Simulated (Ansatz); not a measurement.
One crystal and one scan (frozen-phonon scan) at two levels, r2SCAN (plane waves to 500 eV, PAW, scalar-relativistic; Ansatz, a first-principles code) and PBE (plane waves to 420 eV, PAW, scalar-relativistic; Ansatz), each from its own relaxed cell and on its own mesh. The cell shown is that of r2SCAN.

SrO (rock salt)

```xyz
4
Lattice="0.0000 5.1599 5.1599 2.5800 0.0000 2.5800 2.5800 2.5800 0.0000" Properties=species:S:1:pos:R:3 pbc="T T T"
O      0.0000     0.0000     0.0000
O      2.5800     5.1599     2.5800
Sr     2.5800     2.5800     2.5800
Sr     2.5800     5.1599     5.1599
```

The atoms are displaced by Q × the pattern below (from a DFPT mode at L = (0.5, 0.0, 0.0), largest move 1; Q in Å), at fixed cell. (q is in reciprocal vectors of the primitive cell; the cell shown is doubled to hold the pattern.)

```csv
atom,x,y,z
Sr3,0.577,-0.577,-0.577
Sr4,-0.577,0.577,0.577
```

Atoms not listed stay in place.

SrO was relaxed with its symmetry unable to fall. Percentages come from the unrounded values.

Results of r2SCAN:

```
Property                                                                                                                                          Result
----------------------------------------------------------------------------------------  --------------------------------------------------------------
Lattice constant a (Å)                                                                                                                             5.160
Harmonic wavenumber from the curvature (finite differences) (cm⁻¹ (negative: imaginary))                                                             230
Shape of the curve                                                                        a single well with its minimum at or next to zero displacement
```

Question: What does PBE give for the same quantities?

Answer: 
```
quantity                                                                                    PBE     r2SCAN − PBE
----------------------------------------------------------------------------------------  -----  ---------------
Lattice constant a (Å)                                                                    5.195  -0.035 (-0.7 %)
Harmonic wavenumber from the curvature (finite differences) (cm⁻¹ (negative: imaginary))    223        +7 (+3 %)
```

r2SCAN gives the higher value for: harmonic wavenumber from the curvature. r2SCAN gives the lower value for: lattice constant a. Both give the same shape of the curve: a single well with its minimum at or next to zero displacement. Neither level is exact: the differences show how much the result hangs on the functional.

(A displaced cell: forces are minus the slopes of the energy, force constants its curvatures, and phonons follow from these.)
